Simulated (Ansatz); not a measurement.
SrAl₃ in the AuCu3-type structure

The computed numbers are results of PBE, scalar-relativistic (no spin polarisation) in the plane-wave PAW code Ansatz at 420 eV, 8×8×8 k-mesh, Gaussian smearing of 0.05 eV; PAW files: Ansatz's generated set soft_2.

```xyz
4
Lattice="4.4737 0.0000 0.0000 0.0000 4.4737 0.0000 0.0000 0.0000 4.4737" Properties=species:S:1:pos:R:3 pbc="T T T"
Sr    0.0000    0.0000    0.0000
Al    0.0000    2.2369    2.2369
Al    2.2369    2.2369    0.0000
Al    2.2369    0.0000    2.2369
```

The start was a prototype's sites filled with these elements, not a measured cell.

The cell is relaxed to zero pressure at this level.

The cell has space group Pm-3m (read at 0.01 Å). In it the stress is -0.04, -0.04, -0.04, 0.00, 0.00, 0.00 GPa and the largest force component 0.000 eV/Å. Each change below starts from this cell, without further relaxation. Stress is in GPa, positive in compression, in the order xx, yy, zz, yz, xz, xy; energies are counted from the cell above and are free energies with the smearing's entropy, which match forces and stress in a metal.

What happens when atom 4 (Al) is moved by 0.08 Å along y?

The energy changes by 0.7 meV per cell, and the force on it along the shift is -0.0182 eV/Å (−F/u = 0.23 eV/Å²). Stress: -0.05, 0.07, -0.05, 0.00, 0.00, 0.00.
```
atom  Fx (eV/Å)      Fy     Fz
 Sr1      0.000   0.034  0.000
 Al2      0.000  -0.008  0.000
 Al3      0.000  -0.008  0.000
 Al4      0.000  -0.018  0.000
```

One atom was moved along a Cartesian axis, and these forces appeared. Which atom, and about how far?
```tsv
atom	Fx (eV/Å)	Fy	Fz
Sr1	-1.464	0.000	0.000
Al2	0.084	0.000	0.000
Al3	0.690	0.000	0.000
Al4	0.690	0.000	0.000
```

Atom 1 (Sr) is moved by 0.20 Å along x; the energy changes by 146.0 meV per cell.

What stress follows from an engineering strain of 1 % in zz, atoms carried along?

-0.24, -0.24, -1.01, 0.00, 0.00, 0.00 GPa; the energy changes by 2.9 meV per cell.
The change of the stress over the strain gives a clamped-atom stiffness of about 97 GPa for this component, a secant value that lies under the elastic constant in tension and over it in compression, by several per cent for each per cent of strain.
In a harmonic crystal the energy would rise by V(½Cε² − σ₀ε), with σ₀ the stress of the unstrained cell, = 2.9 meV, which matches.

What stress follows from an engineering strain of -2 % in xy, atoms carried along?

-0.03, -0.03, -0.01, 0.00, 0.00, 0.97 GPa; the energy changes by 5.6 meV per cell.
The change of the stress over the strain gives a clamped-atom stiffness of about 49 GPa for this component.
In a harmonic crystal the energy would rise by V(½Cε² − σ₀ε), with σ₀ the stress of the unstrained cell, = 5.4 meV, which matches.

All atoms and the cell are disturbed at random:
```
CELL_PARAMETERS angstrom
4.47353 -0.04805 -0.04668
-0.04805 4.51572 0.02001
-0.04668 0.02001 4.46928
ATOMIC_POSITIONS crystal
Sr 0.05444 0.02125 0.98436
Al 0.95355 0.50163 0.49748
Al 0.46477 0.48291 0.02891
Al 0.52724 0.99421 0.48925
```
Give the energy change, the stress and the forces.

458.1 meV per cell; stress 2.05, 2.18, 0.49, -0.31, 1.63, 2.66 GPa.
```
atom  Fx (eV/Å)      Fy      Fz
 Sr1     -2.050  -1.249   0.200
 Al2      0.190   0.307  -0.146
 Al3      1.439   0.948  -0.001
 Al4      0.422  -0.006  -0.052
```

All atoms and the cell are disturbed at random:
```xyz
4
Lattice="4.5459 -0.0128 -0.0434 -0.0128 4.4767 0.0329 -0.0434 0.0329 4.3758" Properties=species:S:1:pos:R:3 pbc="T T T"
Sr    0.0930   -0.0224    0.1843
Al   -0.0419    2.0693    1.8767
Al    2.2648    2.2289    0.1681
Al    2.1739    0.2210    2.1363
```
Give the energy change, the stress and the forces.

779.3 meV per cell; stress 1.13, 5.52, 5.00, 0.67, 1.74, 0.18 GPa.
```tsv
atom	Fx (eV/Å)	Fy	Fz
Sr1	-1.044	-0.650	-2.811
Al2	0.081	0.766	2.125
Al3	0.226	0.105	-0.316
Al4	0.737	-0.221	1.001
```
